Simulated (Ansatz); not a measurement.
Ansatz (an electronic-structure program) input:

Ansatz 0.2 input:
```yaml
crystal:
  lattice:
    - [4.041224752, 0.0, 0.0]
    - [-2.020612376, 3.4998032976, 0.0]
    - [0.0, 0.0, 5.0655731043]
  atoms:
    - { symbol: Te, position: [0.3333333333, 0.6666666667, 0.2670853354] }
    - { symbol: Te, position: [0.6666666667, 0.3333333333, 0.7329146646] }
    - { symbol: Pd, position: [0.0, 0.0, 0.0] }
kpoints:
  mp_grid: { grid: [9, 9, 6] }
  band_path:
    path:
      - [[0.0, 0.0, 0.0], [0.5, 0.0, 0.0], [0.3333333333, 0.3333333333, 0.0], [0.0, 0.0, 0.0], [0.0, 0.0, 0.5], [0.5, 0.0, 0.5], [0.3333333333, 0.3333333333, 0.5], [0.0, 0.0, 0.5]]  # Γ-M-K-Γ-A-L-H-A
      - [[0.5, 0.0, 0.5], [0.5, 0.0, 0.0]]  # L-M
      - [[0.3333333333, 0.3333333333, 0.5], [0.3333333333, 0.3333333333, 0.0]]  # H-K
    npoints: 8
basis: { xc_grid: 2 }
hamiltonian:
  xc: pbesol
  pseudopotentials: { kind: paw }
magnetization: { noncollinear: true, spin_orbit: true }
scf:
  n_extra_bands: 12
  convergence: { dr2_threshold: 0.0000000001 }
  occupations: { method: gaussian, width: 0.05 }
output: { eigenvalues: true }
```

Output (shortened):

```
Pseudopotential: Te, paw_fr, valence charge 16
Pseudopotential: Pd, paw_fr, valence charge 18
Functional definition: PBEsol
non-collinear run that drives no moment, with spin-orbit …
Crystal: 3 atoms, lattice volume = 71.645 Å³
Basis set: ecut = 420 eV, 1397 PW (Γ), exchange–correlation on 60×60×72 points (8 copies of the dense FFT grid, shifted against one another)
Bands: 62, of which v1, the nominal top of the filled ones, is band 50 counted from 1 (49 counted from 0)
Symmetry: 12 space group operations + 12 with time reversal
k-points: 62 of 486
Projection manifold: j_resolved (fully-relativistic pseudo-atomic orbitals)
SCF iter   1: F=—  HF=-20722.378562 eV  |F-HF|=—  |Δ(HF+E_count)|=         —  Δρ=1.70e-1  dr2=3.20e1  dr2_m=0.00e0 (ungated)  ethr=3.10e-3  |M|=0.00e0 ∫|m|=0.00e0 μB  |m|>n=0.0e0 m-floor=0.0e0 τ_xc=0.0e0  β_m=0.30  ⟨swp⟩=9.1  Hψ=10130  notcnv=0  defer=32
preconditioner: auto → Resta (q_TF=auto, 2.570 Å⁻¹)
spin=Noncollinear: Resta preconditioning applied to the charge; magnetization (m_x, m_y, m_z) channels mix plain (no charge-response kernel on spin).
SCF iter   2: F=—  HF=-20718.174686 eV  |F-HF|=—  |Δ(HF+E_count)|=    4.20e0  Δρ=2.79e-2  dr2=2.09e-1  dr2_m=0.00e0 (ungated)  ethr=3.10e-3  |M|=0.00e0 ∫|m|=0.00e0 μB  |m|>n=0.0e0 m-floor=0.0e0 τ_xc=0.0e0  β_m=0.30  ⟨swp⟩=3.1  Hψ=4140  notcnv=0  defer=420
SCF iter   3: F=—  HF=-20718.137540 eV  |F-HF|=—  |Δ(HF+E_count)|=   3.71e-2  Δρ=1.94e-2  dr2=1.08e-1  dr2_m=0.00e0 (ungated)  ethr=4.17e-4  |M|=0.00e0 ∫|m|=0.00e0 μB  |m|>n=0.0e0 m-floor=0.0e0 τ_xc=0.0e0  β_m=0.63  ⟨swp⟩=2.2  Hψ=2416  notcnv=0  defer=406
SCF iter   4: F=—  HF=-20718.117906 eV  |F-HF|=—  |Δ(HF+E_count)|=   1.96e-2  Δρ=2.64e-3  dr2=4.13e-3  dr2_m=0.00e0 (ungated)  ethr=2.15e-4  |M|=0.00e0 ∫|m|=0.00e0 μB  |m|>n=0.0e0 m-floor=0.0e0 τ_xc=0.0e0  β_m=0.74  ⟨swp⟩=2.0  Hψ=3376  notcnv=0  defer=406
SCF iter   5: F=—  HF=-20718.117484 eV  |F-HF|=—  |Δ(HF+E_count)|=   4.22e-4  Δρ=4.62e-4  dr2=1.54e-4  dr2_m=0.00e0 (ungated)  ethr=8.27e-6  |M|=0.00e0 ∫|m|=0.00e0 μB  |m|>n=0.0e0 m-floor=0.0e0 τ_xc=0.0e0  β_m=0.84  ⟨swp⟩=2.0  Hψ=2145  notcnv=0  defer=406
SCF iter   6: F=—  HF=-20718.117483 eV  |F-HF|=—  |Δ(HF+E_count)|=   8.79e-7  Δρ=8.61e-5  dr2=5.29e-6  dr2_m=0.00e0 (ungated)  ethr=3.08e-7  |M|=0.00e0 ∫|m|=0.00e0 μB  |m|>n=0.0e0 m-floor=0.0e0 τ_xc=0.0e0  β_m=0.87  ⟨swp⟩=2.0  Hψ=2343  notcnv=0  defer=406
SCF iter   7: F=—  HF=-20718.117482 eV  |F-HF|=—  |Δ(HF+E_count)|=   1.23e-6  Δρ=2.48e-5  dr2=5.78e-7  dr2_m=0.00e0 (ungated)  ethr=1.06e-8  |M|=0.00e0 ∫|m|=0.00e0 μB  |m|>n=0.0e0 m-floor=0.0e0 τ_xc=0.0e0  β_m=0.93  ⟨swp⟩=2.0  Hψ=2899  notcnv=0  defer=406
SCF iter   8: F=—  HF=-20718.117481 eV  |F-HF|=—  |Δ(HF+E_count)|=   1.14e-6  Δρ=7.82e-6  dr2=5.99e-8  dr2_m=0.00e0 (ungated)  ethr=1.16e-9  |M|=0.00e0 ∫|m|=0.00e0 μB  |m|>n=0.0e0 m-floor=0.0e0 τ_xc=0.0e0  β_m=0.97  ⟨swp⟩=2.2  Hψ=2540  notcnv=0  defer=406
SCF iter  11: F=-20718.117481 eV  HF=-20718.117481 eV  |F-HF|=3.64e-12  |Δ(HF+E_count)|=  3.64e-11  Δρ=6.51e-8  dr2=2.55e-12  dr2_m=0.00e0 (ungated)  ethr=1.00e-12  |M|=0.00e0 ∫|m|=0.00e0 μB  |m|>n=0.0e0 m-floor=0.0e0 τ_xc=0.0e0  ⟨swp⟩=10.6  Hψ=6678  notcnv=0
SCF 1 converged in 11 iterations: F = -20718.117481 eV  dr2 = 2.55e-12
NSCF: frozen V_eff on 75 k-points
SCF converged after 11 iterations
Magnetization: |M| = 0.0000 μB,  M = (+0.0000, +0.0000, +0.0000) μB
Absolute magnetization: 0.0000 μB (∫|m|)
  site 0: m = (+0.0000, +0.0000, +0.0000) μB, |m| = 0.0000 μB  (R = 1.11 Å)
  site 1: m = (+0.0000, +0.0000, +0.0000) μB, |m| = 0.0000 μB  (R = 1.11 Å)
  site 2: m = (+0.0000, +0.0000, +0.0000) μB, |m| = 0.0000 μB  (R = 1.11 Å)
Free energy (F): -20718.117481 eV
Harris-Foulkes:  -20718.117481 eV  (|F-HF|=3.64e-12)
Internal energy: -20718.116652 eV  (E = F + TS)
E sigma→0 (E₀):  -20718.117066 eV
Entropy (-TS):   -0.000829 eV (-0.276 meV/atom)
Fermi energy:    13.097545 eV
--- Per-component energies (eV) ---
  E_band       = -674.153841
  E_kinetic    = 877.949563
  E_local      = -4657.116754  (includes V_loc(G=0)·N_el)
  E_nonlocal   = -397.147328
  E_hartree    = 2507.265645
  E_xc         = -416.312205
  E_vxc        = -421.903100  (∫ρ·V_xc dr)
  E_paw        = -12861.780906  (= ΣΔE_a)
  E_vpaw       = -1090.467344  (= ΣTr[D̂ρ^β])
  E_aug_tail   = -0.000173  (compensation charges beyond the density's cutoff)
  E_ewald      = -5772.035735
  E_core_change = 1.061240  (= ΣΔE_core)
  E_smearing   = -0.000829  (= −TS)
  E_closure    = 0.000000  (closes the sum)
  Σ components = -20718.117481   (vs F -20718.117481, Δ=0.00e0)
  [band-id]    e_kinetic+e_local+e_nonlocal+2·e_hartree+e_vxc+e_vpaw+e_augmentation_tail = -674.153846   (vs E_band -674.153841, Δ=-5.69e-6)
--- Band table (eV; the first three rows and the last of 62) ---
  k-point 0: bands = ["-71.9645", "-71.9645", "-40.8409", "-40.8409", "-36.3743", "-36.3743", "-36.3221", "-36.3221", "-24.9936", "-24.9936", "-24.9807", "-24.9807", "-24.9702", "-24.9702", "-24.9627", "-24.9627", "-23.5249", "-23.5249", "-23.5246", …
  k-point 1: bands = ["-71.9645", "-71.9645", "-40.8409", "-40.8409", "-36.3743", "-36.3743", "-36.3221", "-36.3221", "-24.9928", "-24.9928", "-24.9815", "-24.9815", "-24.9697", "-24.9697", "-24.9632", "-24.9632", "-23.5247", "-23.5247", "-23.5231", …
  k-point 2: bands = ["-71.9645", "-71.9645", "-40.8409", "-40.8409", "-36.3743", "-36.3743", "-36.3221", "-36.3221", "-24.9905", "-24.9905", "-24.9837", "-24.9837", "-24.9683", "-24.9683", "-24.9646", "-24.9646", "-23.5238", "-23.5238", "-23.5198", …
  k-point 61: bands = ["-71.9644", "-71.9644", "-40.8418", "-40.8418", "-36.3766", "-36.3766", "-36.3227", "-36.3227", "-24.9878", "-24.9878", "-24.9865", "-24.9865", "-24.9656", "-24.9656", "-24.9641", "-24.9641", "-23.5246", "-23.5246", "-23.5195", …
```

Cost: around 100 core-seconds (rough) on shared cores.

Space group P-3m1. The first step of the workflow began from a Materials Project structure, measured or hypothetical; the Crystallography Open Database files this formula in space group No. 164, but the cells were not matched. Its standing as an ambient phase is unchecked. Symmetry was held in the PBEsol relaxation; of distortions, only those at the zone centre were tested. The run is not spin-polarised.

Potentials: the later of the program's two PAW sets.

Ansatz is a plane-wave DFT program.
